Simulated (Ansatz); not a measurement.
Relaxed-ion elastic tensor of Ag (simple cubic, Pm-3m) in GPa (Voigt order), DFT-PBEsol in the program Ansatz with PAW potentials; density 9.25 g/cm³, 19.36 Å³ per atom.

```
  239   13.4   13.4    0.0    0.0    0.0
 13.4    239   13.4    0.0    0.0    0.0
 13.4   13.4    239    0.0    0.0    0.0
  0.0    0.0    0.0  -15.3    0.0    0.0
  0.0    0.0    0.0    0.0  -15.3    0.0
  0.0    0.0    0.0    0.0    0.0  -15.3
```

Problem. Is the crystal mechanically stable?

Solution. No: the smallest eigenvalue of C is -15.3 GPa.

A made-up cell: these elements were put on the sites of a structure type; neither database checked (COD, Materials Project) lists it. It is not the phase usual at ambient conditions (space group No. 225). The cell was relaxed with PBEsol under the symmetry of its start. At this level the phase is mechanically unstable. No spin polarisation was allowed. As this level gives no gap, shear constants depend on the k-mesh and smearing (Fermi–Dirac, 0.1 eV here).

Potentials: the earlier of the program's two PAW sets. The files were generated under PBE; for other functionals the program regenerates the frozen cores, and for LDA and PBEsol the local potential too.
